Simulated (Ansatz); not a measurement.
Rb₂NaSbF₆:
```
CELL_PARAMETERS angstrom
      0.00000     4.44002     4.44002
      4.44002     0.00000     4.44002
      4.44002     4.44002     0.00000
ATOMIC_POSITIONS crystal
  Rb 0.75000 0.75000 0.75000
  Rb 0.25000 0.25000 0.25000
  Na 0.50000 0.50000 0.50000
  Sb 0.00000 0.00000 0.00000
  F  0.75339 0.24661 0.24661
  F  0.24661 0.75339 0.75339
  F  0.24661 0.75339 0.24661
  F  0.75339 0.24661 0.75339
  F  0.24661 0.24661 0.75339
  F  0.75339 0.75339 0.24661
```

Relaxed with r²SCAN.

Task: Give the Bader charges and basin volumes of the independent atoms, r²SCAN (plane waves, PAW; program Ansatz).

Result: 

| atom | Bader charge (e) | Bader volume (Å³) |
|---|---|---|
| Rb1 | +0.91 | 26.1 |
| Na3 | +0.90 | 7.7 |
| Sb4 | +2.23 | 14.7 |
| F5 | -0.83 | 16.7 |

Space group Fm-3m. The first step of the workflow began from a Materials Project structure, measured or hypothetical; the Crystallography Open Database copy checked does not list it. Its standing as an ambient phase is unchecked. The cell was relaxed with r²SCAN under the symmetry of its start; its stability against distortions is not shown here. Scalar-relativistic: spin–orbit coupling is off unless named, which matters more the heavier the elements.

Potentials: the later of the program's two PAW sets.
